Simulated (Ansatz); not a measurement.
InPPd5:
```
CELL_PARAMETERS angstrom
      3.94878     0.00000     0.00000
      0.00000     3.94878     0.00000
      0.00000     0.00000     6.95979
ATOMIC_POSITIONS crystal
  In 0.50000 0.50000 0.00000
  P  0.00000 0.00000 0.50000
  Pd 0.00000 0.50000 0.29882
  Pd 0.00000 0.50000 0.70118
  Pd 0.50000 0.00000 0.29882
  Pd 0.50000 0.00000 0.70118
  Pd 0.00000 0.00000 0.00000
```

Relaxed with r²SCAN. Special points in fractions of this cell's reciprocal vectors: Γ (0.000, 0.000, 0.000); X (0.000, 0.500, 0.000); M (0.500, 0.500, 0.000); Z (0.000, 0.000, 0.500); R (0.000, 0.500, 0.500); A (0.500, 0.500, 0.500).

### Question
List the band energies nearest the Fermi level at these points for plane-wave PAW r²SCAN (Ansatz code).

### Answer
In eV from the Fermi level; about four levels below and three above (degenerate sets whole), none deeper than 8.9 eV; points with the same levels are listed once.

| k | below | above |
|---|---|---|
| Γ | -0.60 -0.56 -0.27 -0.27 | 2.53 3.49 4.78 4.78 |
| X | -1.24 -1.01 -0.73 -0.09 | 0.89 2.16 5.02 |
| M | -1.49 -1.49 -0.88 -0.88 -0.68 | 0.55 0.55 1.12 |
| Z | -1.63 -0.86 -0.60 -0.56 | 1.13 1.62 1.62 |
| R | -2.05 -1.96 -1.75 -1.12 | 2.41 2.46 2.71 |
| A | -1.71 -1.64 -1.37 -1.12 | 0.19 0.19 0.28 |

Space group P4/mmm. The first step of the workflow began from a Materials Project structure, measured or hypothetical; the Crystallography Open Database copy checked does not list it. Its standing as an ambient phase is unchecked. Symmetry was held in the r²SCAN relaxation; whether a distortion lowers the energy is not shown. No spin polarisation was allowed. Scalar-relativistic: spin–orbit coupling is off unless named, which matters more the heavier the elements.

Potentials: the later of the program's two PAW sets.
